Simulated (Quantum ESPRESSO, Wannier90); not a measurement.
Ag (bcc (W type), model phase), plane waves to Wannier functions

```
begin unit_cell_cart
ang
   -1.6556550000    1.6556550000    1.6556550000
    1.6556550000   -1.6556550000    1.6556550000
    1.6556550000    1.6556550000   -1.6556550000
end unit_cell_cart
begin atoms_frac
Ag   0.0000000000  0.0000000000  0.0000000000
end atoms_frac
```

Cell from Materials Project (mp-2646971), symmetrised, no further relaxation. This isn't the element's usual structure (fcc); take it as a model of another phase. Method: PBEsol plane waves in Quantum ESPRESSO 7.5 (PseudoDojo norm-conserving files, 66 Ry, spinors with spin-orbit coupling), Bloch states on a 10×10×10 mesh through Γ, Wannier90 4.0.1. Density: 18×18×18 mesh, cold smearing 0.01 Ry.

A tight-binding model is made by disentanglement and projection with no localisation steps (num_iter = 0), so the 18 orbitals stay atom-like: hydrogen-like Ag: s;p;d, axes along x, y, z; frozen window up to 1.50 eV relative to the Fermi level. It follows pw.x to 5.1 meV rms for states up to 1.0 eV relative to the Fermi level. Matrix elements depend on this choice of orbitals and windows.

### Question
What are the on-site energies relative to the Fermi level, and how fast do the hoppings decay?

### Answer
```
atom                       orbitals  energy (eV)
----  -----------------------------  -----------
Ag1                           s↑ s↓         4.33
Ag1         pz↑ pz↓ px↑ px↓ py↑ py↓        11.17
Ag1       dz2↑ dz2↓ dx2-y2↑ dx2-y2↓        -4.06
Ag1   dxz↑ dxz↓ dyz↑ dyz↓ dxy↑ dxy↓        -4.13
```

```tsv
distance of the centres (Å)	largest modulus (eV)
2–3	1.2
3–4	1.8
4–5	0.11
5–6	0.12
6–7	0.056
7–8	0.024
8–9	0.0097
9–10	0.0071
10–11	0.0032
```

Effective spin-orbit constants λ of λ L·S, from the same-site elements px↑–py↑ (λ/2) and dx2-y2↑–dxy↑ (λ), where they are among the larger elements: Ag1 d 0.23 eV, Ag1 p 0.40 eV.
